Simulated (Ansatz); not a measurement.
Input, command and steps of an Ansatz relaxation.

```yaml
crystal:
  lattice:
    - [6.9739384331, -4.0259559613, 0.0]
    - [6.9739384331, 4.0259559613, 0.0]
    - [0.0, 0.0, 7.5795790902]
  atoms:
    - { symbol: Al, position: [0.3359126772, 0.6640873228, 0.9895503941] }
    - { symbol: Al, position: [0.6640873228, 0.3359126772, 0.4895503941] }
    - { symbol: In, position: [0.9936869752, 0.3343390338, 0.9909510827] }
    - { symbol: In, position: [0.6656609662, 0.0063130248, 0.9909510827] }
    - { symbol: In, position: [0.0063130248, 0.6656609662, 0.4909510827] }
    - { symbol: In, position: [0.3343390338, 0.9936869752, 0.4909510827] }
    - { symbol: Bi, position: [0.9877725633, 0.3325279455, 0.3737854675] }
    - { symbol: Bi, position: [0.6674720545, 0.0122274367, 0.3737854675] }
    - { symbol: Bi, position: [0.0122274367, 0.6674720545, 0.8737854675] }
    - { symbol: Bi, position: [0.3325279455, 0.9877725633, 0.8737854675] }
    - { symbol: Bi, position: [0.3489797798, 0.6510202202, 0.3529765055] }
    - { symbol: Bi, position: [0.6510202202, 0.3489797798, 0.8529765055] }
basis:
  ecutwfc: 420
kpoints:
  mp_grid: { grid: [6, 6, 6] }
hamiltonian:
  xc: pbesol
scf:
  occupations: { method: gaussian, width: 0.1 }
output:
  forces: true
  stress: true
  eigenvalues: true
relax:
  adjacent_minimum: "off"
  f_tol: 0.01
  max_steps: 60
  cell: { stress_tol: 0.1 }
```

```bash
ansatz run input.yaml --threads 2 --pin off --max-ram 5120MiB --backend cpu --events-out ev --progress --plain --runs-dir out
```

Computed with Ansatz, DFT PBEsol, scalar-relativistic, plane waves, PAW.

Of 4 frames 3 are shown, positions in Å and forces in eV/Å; the SCF threshold varies from step to step. Steps run on the plane waves of an earlier cell, with a Pulay correction in the pressure. The basis is chosen afresh for the last frame, the zero of the energies, and at times for earlier ones too; energy and pressure can step there, also at an unchanged geometry. Where two frames share a geometry here, they differ by under 2 meV/atom and 0.3 GPa.

```xyz
12
Lattice="6.9739 -4.0260 0.0000 6.9739 4.0260 0.0000 0.0000 0.0000 7.5796" Properties=species:S:1:pos:R:3:forces:R:3 pbc="T T T" step=1 free_energy_over_end_meV_per_atom=0.64 pressure_GPa=0.33
Al    6.9739    1.3212    7.5004    0.0000   -0.0024    0.0302
Al    6.9739   -1.3212    3.7106    0.0000    0.0024    0.0302
In    9.2616   -2.6545    7.5110    0.0096   -0.0085    0.0143
In    4.6863   -2.6545    7.5110   -0.0096   -0.0085    0.0143
In    4.6863    2.6545    3.7212   -0.0096    0.0085    0.0143
In    9.2616    2.6545    3.7212    0.0096    0.0085    0.0143
Bi    9.2077   -2.6380    2.8331   -0.0026   -0.0010   -0.0117
Bi    4.7402   -2.6380    2.8331    0.0026   -0.0010   -0.0117
Bi    4.7402    2.6380    6.6229    0.0026    0.0010   -0.0117
Bi    9.2077    2.6380    6.6229   -0.0026    0.0010   -0.0117
Bi    6.9739    1.2160    2.6754    0.0000   -0.0033   -0.0353
Bi    6.9739   -1.2160    6.4652    0.0000    0.0033   -0.0353
12
Lattice="6.9702 -4.0299 0.0000 6.9702 4.0299 0.0000 0.0000 0.0000 7.6842" Properties=species:S:1:pos:R:3:forces:R:3 pbc="T T T" step=2 free_energy_over_end_meV_per_atom=0.36 pressure_GPa=-0.22
Al    6.9702    1.3141    7.6148    0.0000   -0.0117   -0.0323
Al    6.9702   -1.3141    3.7727    0.0000    0.0117   -0.0323
In    9.2586   -2.6627    7.6278   -0.0047    0.0053   -0.0271
In    4.6819   -2.6627    7.6278    0.0047    0.0053   -0.0271
In    4.6819    2.6627    3.7857    0.0047   -0.0053   -0.0271
In    9.2586    2.6627    3.7857   -0.0047   -0.0053   -0.0271
Bi    9.1992   -2.6366    2.8619    0.0088   -0.0025    0.0154
Bi    4.7412   -2.6366    2.8619   -0.0088   -0.0025    0.0154
Bi    4.7412    2.6366    6.7040   -0.0088    0.0025    0.0154
Bi    9.1992    2.6366    6.7040    0.0088    0.0025    0.0154
Bi    6.9702    1.2204    2.6960    0.0000    0.0105    0.0556
Bi    6.9702   -1.2204    6.5381    0.0000   -0.0105    0.0556
12
Lattice="6.9698 -4.0283 0.0000 6.9698 4.0283 0.0000 0.0000 0.0000 7.6450" Properties=species:S:1:pos:R:3:forces:R:3 pbc="T T T" step=4 free_energy_over_end_meV_per_atom=0.00 pressure_GPa=-0.01
Al    6.9698    1.3144    7.5730    0.0000   -0.0027    0.0039
Al    6.9698   -1.3144    3.7505    0.0000    0.0027    0.0039
In    9.2584   -2.6614    7.5824    0.0023   -0.0012   -0.0005
In    4.6812   -2.6614    7.5824   -0.0023   -0.0012   -0.0005
In    4.6812    2.6614    3.7599   -0.0023    0.0012   -0.0005
In    9.2584    2.6614    3.7599    0.0023    0.0012   -0.0005
Bi    9.1997   -2.6358    2.8504    0.0005    0.0002   -0.0008
Bi    4.7398   -2.6358    2.8504   -0.0005    0.0002   -0.0008
Bi    4.7398    2.6358    6.6729   -0.0005   -0.0002   -0.0008
Bi    9.1997    2.6358    6.6729    0.0005   -0.0002   -0.0008
Bi    6.9698    1.2211    2.6920    0.0000    0.0020   -0.0014
Bi    6.9698   -1.2211    6.5146    0.0000   -0.0020   -0.0014
```

The run took 6.6 min on 2 threads of Arm Neoverse V2, with other jobs on the host, peak memory 1.6 GiB.

Spin–orbit coupling is left out, which can shift energies with elements as heavy as these.